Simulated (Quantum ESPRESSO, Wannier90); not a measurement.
## Wannier functions of VIr₃ (Cu3Au type)

Structure: Materials Project mp-1082, symmetrised, not relaxed again. COD (Crystallography Open Database) has an entry of this formula and space group (matched by these alone). Method: PBEsol plane waves in Quantum ESPRESSO 7.5 (PseudoDojo norm-conserving files, 68 Ry, no spin polarisation, no spin-orbit coupling), Bloch states on a 4×4×4 mesh through Γ, Wannier90 4.0.1. Density: 12×12×12 mesh, cold smearing 0.01 Ry. A non-magnetic state is assumed; magnetic ones were not tried. Spin-orbit coupling is left out although heavy elements are present.

```
begin unit_cell_cart
ang
    3.8168200000    0.0000000000    0.0000000000
    0.0000000000    3.8168200000    0.0000000000
    0.0000000000    0.0000000000    3.8168200000
end unit_cell_cart
mp_grid = 4 4 4
```

**Question.** Which shells of neighbouring k-points and which b-vectors and weights does Wannier90 pick for this cell and mesh?

**Answer.** 
```
 *---------------------------------- K-MESH ----------------------------------*
 +----------------------------------------------------------------------------+
 |                    Distance to Nearest-Neighbour Shells                    |
 |                    ------------------------------------                    |
 |          Shell             Distance (Ang^-1)          Multiplicity         |
 |          -----             -----------------          ------------         |
 |             1                   0.411546                      6            |
 |             2                   0.582014                     12            |
 |             3                   0.712818                      8            |
 |             4                   0.823092                      6            |
 |             5                   0.920244                     24            |
 |             6                   1.008077                     24            |
 |             7                   1.164027                     12            |
 |             8                   1.234637                     30            |
       ... (lines left out)
 +----------------------------------------------------------------------------+
 | The b-vectors are chosen automatically                                     |
 | The following shells are used:                       1                     |
 +----------------------------------------------------------------------------+
 |                        Shell   # Nearest-Neighbours                        |
 |                        -----   --------------------                        |
 |                          1               6                                 |
 +----------------------------------------------------------------------------+
 | Completeness relation is fully satisfied [Eq. (B1), PRB 56, 12847 (1997)]  |
 +----------------------------------------------------------------------------+
 |                  b_k Vectors (Ang^-1) and Weights (Ang^2)                  |
 |                  ----------------------------------------                  |
 |            No.         b_k(x)      b_k(y)      b_k(z)        w_b           |
 |            ---        --------------------------------     --------        |
 |             1         0.000000    0.000000    0.411546     2.952117        |
 |             2         0.000000    0.411546    0.000000     2.952117        |
 |             3         0.411546    0.000000    0.000000     2.952117        |
 |             4         0.000000    0.000000   -0.411546     2.952117        |
 |             5         0.000000   -0.411546    0.000000     2.952117        |
 |             6        -0.411546    0.000000    0.000000     2.952117        |
```
